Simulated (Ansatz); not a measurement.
An Ansatz (a quantum-chemistry and plane-wave program) run. Input:

Ansatz 0.2 input:
```yaml
crystal:
  lattice:
    - [4.3689886886, 0.0, 0.0]
    - [0.0, 4.3689886886, 0.0]
    - [0.0, 0.0, 4.3689886886]
  atoms:
    - { symbol: Fe, position: [0.8631599877, 0.6368400123, 0.3631599877] }
    - { symbol: Fe, position: [0.6368400123, 0.3631599877, 0.8631599877] }
    - { symbol: Fe, position: [0.3631599877, 0.8631599877, 0.6368400123] }
    - { symbol: Fe, position: [0.1368400123, 0.1368400123, 0.1368400123] }
    - { symbol: Si, position: [0.1591662665, 0.3408337335, 0.6591662665] }
    - { symbol: Si, position: [0.3408337335, 0.6591662665, 0.1591662665] }
    - { symbol: Si, position: [0.6591662665, 0.1591662665, 0.3408337335] }
    - { symbol: Si, position: [0.8408337335, 0.8408337335, 0.8408337335] }
kpoints:
  mp_grid: { grid: [6, 6, 6] }
hamiltonian:
  xc: lda
  pseudopotentials: { kind: paw }
scf:
  occupations: { method: fixed }
phonons:
  method: dfpt
  response_accuracy: low
  qmesh: [2, 2, 2]
  interpolated_qmesh: [12, 12, 12]
  dielectric: true
  rigid_motions: translations
  temperatures: { t_max: 1000, t_step: 50 }
  qpath:
    path:
      - [[0.0, 0.0, 0.0], [0.0, 0.5, 0.0], [0.5, 0.5, 0.0], [0.0, 0.0, 0.0], [0.5, 0.5, 0.5], [0.0, 0.5, 0.0]]  # Γ-X-M-Γ-R-X
      - [[0.5, 0.5, 0.5], [0.5, 0.5, 0.0], [0.5, 0.0, 0.0]]  # R-M-X_1
    npoints: 11
```

Output (shortened):

```
WARN phonons: the dynamical matrix that this run interpolates holds no multipole term above the dipole-dipole one, and a site of this crystal is no centre of …
zone centre: on kpoints.mp_grid the ground state, and the responses unless they are solved on pairs of k-points, stand on 112 of the mesh's 216 k-points, …
Pseudopotentials: kind: paw
Pseudopotential: Fe, paw, valence charge 16
Pseudopotential: Si, paw, valence charge 4
Functional definition: SPW92
Crystal: 8 atoms, lattice volume = 83.396 Å³
Basis set: ecut = 420 eV, 1647 PW (Γ), exchange–correlation on 60×60×60 points (8 copies of the dense FFT grid, shifted against one another)
Bands: 48, of which v1, the nominal top of the filled ones, is band 40 counted from 1 (39 counted from 0)
Symmetry: 12 space group operations
k-points: 112 of 216 (irreducible under 1 space group operation, time reversal used)
PAW frozen core: Fe, regenerated for the run's functional, and the local potential with it
PAW frozen core: Si, regenerated for the run's functional, and the local potential with it
Initial wavefunctions: pseudopotential atomic-orbital guess
Eigensolver: davidson
Functional: x = slater, c = lda
all-band conjugate gradients solve this SCF's bands
SCF 1 converged in 10 iterations: F = -20120.012700 eV  dr2 = 7.70e-11
── the response to a field inside a basis, on 10×10×10 k-points: an SCF that follows is theirs, and a resumed run solves both again ──
Crystal: 8 atoms, lattice volume = 83.396 Å³
Bands: 41, of which v1, the nominal top of the filled ones, is band 40 counted from 1 (39 counted from 0)
k-points: 45 of 1000 (time reversal used)
Initial density: handed on by an earlier stage of this run
Initial wavefunctions: pseudopotential atomic-orbital guess (no wavefunctions were taken with the density)
Eigensolver: Dense (45 Hₖ)
all-band conjugate gradients don't solve this SCF's bands (scf.eigensolver.kind)
SCF 1 converged in 5 iterations: F = -20119.900595 eV  dr2 = 5.99e-8
WARN: field response: ε∞ stands inside a basis, on 10×10×10 points …
SCF converged after 10 iterations
Free energy (F): -20120.012700 eV
Harris-Foulkes:  -20120.012700 eV  (|F-HF|=7.64e-11)
Internal energy: -20120.012700 eV  (E = F + TS)
E sigma→0 (E₀):  -20120.012700 eV
Fermi energy:    17.423510 eV
--- Per-component energies (eV) ---
  E_band       = -731.656878
  E_kinetic    = 1628.097863
  E_local      = -10300.830280  (includes V_loc(G=0)·N_el)
  E_nonlocal   = 973.950479
  E_hartree    = 4493.758577
  E_xc         = -710.951614
  E_vxc        = -825.251957  (∫ρ·V_xc dr)
  E_paw        = -7160.118863  (= ΣΔE_a)
  E_vpaw       = -1195.144598  (= ΣTr[D̂ρ^β])
  E_aug_tail   = 0.003298  (compensation charges beyond the density's cutoff)
  E_ewald      = -9045.865627
  E_core_change = 1.943466  (= ΣΔE_core)
  E_smearing   =  0.000000  (= −TS)
  E_closure    = 0.000000  (closes the sum)
  Σ components = -20120.012700   (vs F -20120.012700, Δ=0.00e0)
--- Band table (eV; the first three rows and the last of 112) ---
  k-point 0: bands = ["-68.5033", "-68.4774", "-68.4774", "-68.4774", "-35.2251", "-35.2251", "-35.2251", "-35.1459", "-34.9439", "-34.9439", "-34.9439", "-34.8712", "-34.8712", "-34.8445", "-34.8445", "-34.8445", "3.8022", "9.3338", "9.3338", "9.3338", …
  k-point 1: bands = ["-68.5019", "-68.4815", "-68.4769", "-68.4749", "-35.2338", "-35.2268", "-35.2113", "-35.1497", "-34.9584", "-34.9488", "-34.9243", "-34.8703", "-34.8663", "-34.8492", "-34.8484", "-34.8418", "4.0182", "8.2567", "9.4530", "10.0757", …
  k-point 2: bands = ["-68.4982", "-68.4870", "-68.4759", "-68.4742", "-35.2369", "-35.2309", "-35.1942", "-35.1606", "-34.9657", "-34.9582", "-34.9023", "-34.8698", "-34.8577", "-34.8563", "-34.8546", "-34.8425", "4.6517", "6.9244", "9.7956", "10.5861", …
  k-point 111: bands = ["-68.4838", "-68.4838", "-68.4838", "-68.4838", "-35.2083", "-35.2083", "-35.2083", "-35.2083", "-34.9351", "-34.9351", "-34.9351", "-34.9351", "-34.8398", "-34.8398", "-34.8398", "-34.8398", "8.1181", "8.1181", "8.1181", "8.1181", …
  band table: 48 of 48 bands, residual norms ≤ 1.0e-3 eV
--- Phonons (Γ-DFPT): 2 representative perturbations + reference, on 112 of 216 k-points (Σ response iterations 6) ---
  k mesh reduced under 1 symmetry operation, with k and −k counted as one. Each operation leaves every solved perturbation unchanged …
  ASR residual: 3.039e-4 → 0.000e0 eV/Å²; symmetrization residual: 6.776e-5 eV/Å²
  ASR residual per site (eV/Å²): 3.04e-4 3.04e-4 3.04e-4 3.04e-4 9.47e-5 9.47e-5 9.47e-5 9.47e-5
  Γ frequencies (cm⁻¹): 0.00 0.00 0.00 215.85 215.85 236.24 236.24 236.24 251.36 312.98 312.98 312.98 356.11 356.11 356.11 358.58 358.58 381.71 381.71 381.71 417.99 485.56 485.56 485.56
  ε∞ (high-frequency dielectric tensor):
      103.882486     0.000000     0.000000
        0.000000   103.882486     0.000000
        0.000000     0.000000   103.882486
  ε⁰ (static dielectric tensor: ions relaxed, cell fixed):
      125.213497     0.000000     0.000000
        0.000000   125.213497     0.000000
        0.000000     0.000000   125.213497
  ε⁰ − ε∞ (ionic part):
       21.331011     0.000000     0.000000
        0.000000    21.331011     0.000000
        0.000000     0.000000    21.331011
  softest optical mode at Γ: 215.85 cm⁻¹; the repairs (sum rule, projections) moved no ω² at Γ by more than (4.20 cm⁻¹)²
  Born effective charges Z* (e; rows j = field, columns β = displacement):
    site 0:
        -4.35622   -0.97789   -0.50632
         0.50632   -4.35622   -0.97789
         0.97789    0.50632   -4.35622
    site 1:
        -4.35622   -0.97789    0.50632
         0.50632   -4.35622    0.97789
        -0.97789   -0.50632   -4.35622
    site 2:
        -4.35622    0.97789    0.50632
        -0.50632   -4.35622   -0.97789
        -0.97789    0.50632   -4.35622
    site 3:
        -4.35622    0.97789   -0.50632
        -0.50632   -4.35622    0.97789
         0.97789   -0.50632   -4.35622
    site 4:
         4.35622   -0.06694   -0.73625
         0.73625    4.35622   -0.06694
         0.06694    0.73625    4.35622
    site 5:
         4.35622   -0.06694    0.73625
         0.73625    4.35622    0.06694
        -0.06694   -0.73625    4.35622
    site 6:
         4.35622    0.06694    0.73625
        -0.73625    4.35622   -0.06694
        -0.06694    0.73625    4.35622
    site 7:
         4.35622    0.06694   -0.73625
        -0.73625    4.35622    0.06694
         0.06694   -0.73625    4.35622
  Z* charge neutrality: 9.841e-3 e pre-enforcement
  solved inside a basis spanned on kpoints, on 10×10×10 k-points, its susceptibility summed on 12×12×12 …
  optical modes at Γ without the LO–TO term, one row a degenerate level:
      ω (cm⁻¹)  modes    IR ((D/Å)²/amu)
        215.85      2             0.0000
        236.24      3            46.7177
        251.36      1             0.0000
        312.98      3             0.0073
        356.11      3           135.7520
        358.58      2             0.0000
        381.71      3            48.7278
        417.99      1             0.0000
        485.56      3            61.3331
  optical modes at Γ + LO–TO along q̂ = [1.0000, 0.0000, 0.0000]:
      ω (cm⁻¹)  modes    IR ((D/Å)²/amu)
        215.85      2             0.0000
        236.24      2            31.1451
        242.71      1            10.0727
        251.36      1             0.0000
        312.98      2             0.0048
        312.98      1             0.0012
        356.11      2            90.5014
        358.58      2             0.0000
        367.33      1            19.8432
        381.71      2            32.4852
        390.53      1            38.9604
        417.99      1             0.0000
        485.56      2            40.8888
        491.69      1            28.6352
  optical modes at Γ + LO–TO along q̂ = [0.0000, 1.0000, 0.0000]:
      ω (cm⁻¹)  modes    IR ((D/Å)²/amu)
        215.85      2             0.0000
        236.24      2            31.1451
        242.71      1            10.0727
        251.36      1             0.0000
        312.98      2             0.0048
        312.98      1             0.0012
        356.11      2            90.5014
        358.58      2             0.0000
        367.33      1            19.8432
        381.71      2            32.4852
        390.53      1            38.9604
        417.99      1             0.0000
        485.56      2            40.8888
        491.69      1            28.6352
  optical modes at Γ + LO–TO along q̂ = [0.0000, 0.0000, 1.0000]:
      ω (cm⁻¹)  modes    IR ((D/Å)²/amu)
        215.85      2             0.0000
        236.24      2            31.1451
        242.71      1            10.0727
        251.36      1             0.0000
        312.98      2             0.0048
        312.98      1             0.0012
        356.11      2            90.5014
        358.58      2             0.0000
        367.33      1            19.8432
        381.71      2            32.4852
        390.53      1            38.9604
        417.99      1             0.0000
        485.56      2            40.8888
        491.69      1            28.6352
  non-analytic LO–TO correction: the dipole-dipole term of the run's Born effective charges and high-frequency dielectric tensor (where they are solved with …
--- Phonons (arbitrary-q DFPT): 4 irreducible q on the 2×2×2 mesh ---
  q = [0.0000, 0.0000, 0.0000] (star 1, of the zone-centre solve; hermiticity 7.96e-6, symmetrization 1.27e-13):  0.00  0.00  0.00 215.85 215.85 236.24 236.24 236.24 251.36 312.98 312.98 312.98 356.11 356.11 356.11 358.58 358.58 381.71 381.71 381.71 417.99 485.56 485.56 485.56
  q = [0.0000, 0.0000, -0.5000] (star 3, 6 solved perturbations on 112 of 216 k-point pairs; hermiticity 9.38e-6, symmetrization 1.27e-13): 168.97 168.97 176.13 176.13 242.78 242.78 252.34 252.34 266.79 266.79 288.38 288.38 313.24 313.24 349.35 349.35 375.28 …
  q = [0.0000, -0.5000, -0.5000] (star 3, 6 solved perturbations on 112 of 216 k-point pairs; hermiticity 8.94e-6, symmetrization 2.22e-13): 190.73 190.73 210.88 210.88 235.11 235.11 240.59 240.59 262.96 262.96 316.90 316.90 322.53 322.53 323.27 323.27 355.19 …
  q = [-0.5000, -0.5000, -0.5000] (star 1, 2 solved perturbations on 112 of 216 k-point pairs; hermiticity 5.56e-6, symmetrization 1.38e-12): 211.80 211.80 211.80 211.80 228.21 228.21 228.21 228.21 313.12 313.12 313.12 313.12 314.57 314.57 314.57 314.57 …
  sum rule: each row above includes the acoustic sum rule's correction from the zone centre's row sums; it moved no ω² by more than (1.24 cm⁻¹)²
  mesh force constants: q→R imaginary residual 8.42e-18; ASR residual 3.039e-4 → 0.000e0 eV/Å²; symmetrization residual 1.243e-14 eV/Å²
  interpolated dispersion: 80 rows × 24 modes
  density of states and harmonic sums: on the 12×12×12 q-mesh, interpolated from the force constants of a 2×2×2 supercell (with the dipole–dipole term)
  largest difference from the sums on the solved wave vectors: F 7.30e-2 eV, S 1.05e-4 and C_V 3.21e-5 eV/K
  zero-point energy: 0.470560 eV/cell   skipped modes (ω ≤ 0): 3   left out of the sums: 7.23e-5 of the cell's modes …
```

Cost: around 21 core-minutes (rough) on shared cores.

Space group P2_13. The cell was relaxed with LDA under the symmetry of its start. No spin polarisation was allowed.

Potentials: the later of the program's two PAW sets.

Ansatz is a plane-wave DFT program.
